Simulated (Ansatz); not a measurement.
Q: Each is relaxed and computed with r²SCAN in the plane-wave PAW code Ansatz. Which is the only one with a gap?
(A) Cs2P2Pd, Cmcm (Cs on 4c, Cs on 4c, P on 8g, Pd on 4a)
(B) InPPd5, P4/mmm (In on 1c, P on 1b, Pd on 4i, Pd on 1a)
(C) YCoSi2, Cmcm (Y on 4c, Co on 4c, Si on 4c, Si on 4c)
(D) MgNi2P, Pnma (Mg on 4c, Ni on 8d, P on 4c)

A: A, Cs2P2Pd, Cmcm (Cs on 4c, Cs on 4c, P on 8g, Pd on 4a). Cs2P2Pd: gap 1.16 eV (indirect); InPPd5: metal; YCoSi2: metal; MgNi2P: metal. Standing as an ambient phase not checked: Cs2P2Pd, Cmcm (Cs on 4c, Cs on 4c, P on 8g, Pd on 4a); InPPd5, P4/mmm (In on 1c, P on 1b, Pd on 4i, Pd on 1a); YCoSi2, Cmcm (Y on 4c, Co on 4c, Si on 4c, Si on 4c); MgNi2P, Pnma (Mg on 4c, Ni on 8d, P on 4c). All cells were relaxed under the symmetry of their starts (and spin orders); stability against distortions was not tested throughout. Rows with no word on spin ran without spin polarisation. Scalar-relativistic: spin–orbit coupling is off unless named, which matters more the heavier the elements.

Potentials: the later of the program's two PAW sets.
